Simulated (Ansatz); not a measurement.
Method: Ansatz, DFT PBE, scalar-relativistic, plane waves, PAW. Cutoff 420 eV, Γ-centred meshes of about 0.25 Å⁻¹ or finer for metals and 0.3 Å⁻¹ for insulators (2π included), Gaussian smearing. Collinear spin where magnetic atoms keep a moment.

These are static total energies at zero pressure.

Compare these two cells of FeBr4, each relaxed at this level.

A. (ferromagnetic moments up to 3.1 μB)

```
CELL_PARAMETERS angstrom
-3.82391 3.82391 3.82391
3.82391 -3.82391 3.82391
3.82391 3.82391 -3.82391
ATOMIC_POSITIONS crystal
Fe 0.00000 0.00000 0.00000
Br 0.65563 0.00000 0.00000
Br 0.00000 0.00000 0.65563
Br 0.00000 0.65563 0.00000
Br 0.34437 0.34437 0.34437
```

B. (ferromagnetic moments up to 3.1 μB)

```
CELL_PARAMETERS angstrom
0.00000 5.28111 5.28111
5.28111 0.00000 5.28111
5.28111 5.28111 0.00000
ATOMIC_POSITIONS crystal
Fe 0.75000 0.75000 0.75000
Br 0.37587 0.87471 0.87471
Br 0.87471 0.37587 0.87471
Br 0.87471 0.87471 0.37587
Br 0.87471 0.87471 0.87471
```

Problem. Which would you expect to be lower, and how large is the difference?

Solution. B is lower, by 10 meV/atom. A has space group I-43m (No. 217), 44.7 Å³/atom and no gap on its mesh; B has space group F-43m (No. 216), 58.9 Å³/atom and no gap. In A, Fe has 4 Br at 2.28 Å; Br is surrounded by 1 Fe at 2.28 Å. In B, Fe has 4 Br at 2.28 Å; around Br lies 1 Fe at 2.28 Å. Both come from trial cells of a structure search.

The k mesh leaves some 4 meV/atom of noise in the energy of each metallic cell. No dispersion correction is applied, so the spacing and binding between layers, chains or molecules are poorly described (I-43m, F-43m), and this can change margins and order among such cells. No Hubbard U is applied to the open shell of Fe. The magnetic state reached may not be the lowest. In such compounds a missing gap is often an artefact of a semilocal functional without U, since the open shell pins the Fermi level. Cells relaxed within their symmetry can be saddle points. Some candidate types were left out of the draw beforehand, so a known form may be missing.
